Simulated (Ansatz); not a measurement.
Computed with Ansatz 0.2.0, DFT PBE, scalar-relativistic, plane waves, PAW. Cutoff 420 eV, Γ-centred meshes of about 0.25 Å⁻¹ or finer for metals and 0.3 Å⁻¹ for insulators (2π included), Gaussian smearing. No spin polarisation.

These are static total energies at zero pressure.

Compare these two cells of Sc3BP2, each relaxed at this level.

1.

Space group I4/mmm (No. 139). a = 3.683 Å, b = 3.683 Å, c = 15.526 Å, α = 90.00°, β = 90.00°, γ = 90.00°
```json
{"atom": "Sc", "site": "4e", "symmetry": "4mm", "x": "0.5000", "y": "0.5000", "z": "0.3380"}
{"atom": "Sc", "site": "2b", "symmetry": "4/mmm", "x": "0.5000", "y": "0.5000", "z": "0.0000"}
{"atom": "B", "site": "2a", "symmetry": "4/mmm", "x": "0.0000", "y": "0.0000", "z": "0.0000"}
{"atom": "P", "site": "4e", "symmetry": "4mm", "x": "0.0000", "y": "0.0000", "z": "0.3326"}
```

2.

Space group P-3m1 (No. 164). a = 3.641 Å, b = 3.641 Å, c = 9.149 Å, α = 90.00°, β = 90.00°, γ = 120.00°
```tsv
atom	site	symmetry	x	y	z
Sc	2d	3m.	0.6667	0.3333	0.8402
Sc	1b	-3m.	0.0000	0.0000	0.5000
B	1a	-3m.	0.0000	0.0000	0.0000
P	2d	3m.	0.3333	0.6667	0.6717
```

Task: Which arrangement of the elements on these sites is preferred, and by what margin?

Result: Cell 2 is lower, by 18 meV/atom. The two share one framework of sites and differ in which element sits where. Cell 1 has space group I4/mmm (No. 139), 17.6 Å³/atom and no gap on its mesh; cell 2 has space group P-3m1 (No. 164), 17.5 Å³/atom and no gap. Counting B or P atoms around Sc (for each partner element, those within 1.25 times its shortest distance or 1.15 times the sum of covalent radii, where it is the nearest in units of that sum or under 1.3), cell 1 and cell 2 both have Sc 6. In cell 1, Sc on a site of symmetry 4mm has 1 B at 2.52 Å and 5 P at 2.61–2.65 Å; B is surrounded by 6 Sc at 2.52–2.60 Å; P is surrounded by 6 Sc at 2.60–2.65 Å; 1 more site not described. In cell 2, Sc on a site of symmetry 3m has 3 B at 2.56 Å and 3 P at 2.61 Å; around B lie 6 Sc at 2.56 Å; around P lie 6 Sc at 2.61–2.62 Å; 1 more site not described. Both come from trial cells of a structure search, whose lowest cell (C2/m, 17.3 Å³/atom) lies 117 meV/atom below the lower of the two.

The k mesh leaves some 4 meV/atom of noise in the energy of each metallic cell. Trial moments fell under 0.15 μB along the way in I4/mmm and P-3m1; another start might hold them. With atoms moved at random, cell 2 came back. Cell 1 had no clear such test and can be a saddle point.
